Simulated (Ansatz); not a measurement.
## Which magnetic order does Ni (Im-3m) prefer in this cell?

```
Ni
1.0
    -1.38372    1.38372    1.38372
     1.38372   -1.38372    1.38372
     2.76743    2.76743    0.00000
Ni
2
Cartesian
  0.0000 0.0000 0.0000
  1.3837 1.3837 1.3837
```

The geometry is a structure from the Materials Project, repeated to hold the magnetic orders, held fixed and not relaxed.

The runs share LDA, 13×13×8 k mesh, Fermi–Dirac smearing of 0.05 eV. PAW means Ansatz 0.2.0 on its default frozen-core files; LAPW is all-electron LAPW in Ansatz 0.2.0. Site moments are integrated in spheres about the atoms, whose radii differ between the methods. Start moments of the first PAW run (μB): Ni1 1.5, Ni2 1.5.

Energies count from the run that starts all moments parallel. Patterns list the atoms that start with 0.5 μB or more.

| start | ΔF PAW (meV/atom) | ΔF LAPW (meV/atom) | largest moment, PAW (μB) | M, PAW (μB/cell) | order at the end, PAW | P, PAW (GPa) |
| --- | --- | --- | --- | --- | --- | --- |
| Ni1↑, Ni2↑ | 0.0 | 0.0 | ? | 1.03 | kept | -10.5 |
| Ni1↑, Ni2↓ | +4.6 | +4.4 | 0.00 | 0.00 | moments lost | -12.0 |
| no spin polarisation | +4.6 | – | 0.00 | 0.00 | – | -12.0 |

Q: Fill in "largest moment, PAW (μB)" for the row "Ni1↑, Ni2↑".

A: 0.53.

The lowest of these ends as follows. Site moments (μB): Ni1 0.53, Ni2 0.53. Cell moment 1.03 μB. Orders of other supercells weren't tried and can lie lower.

The PAW files were made with PBE; the program remakes their cores once for the run's functional and then keeps them frozen. The Ansatz runs typed with the search for lower states off end where their start leads. None of this fixes the real material's magnetic order: only patterns that fit the cell were computed, at zero temperature, with a functional that can overstate moments.
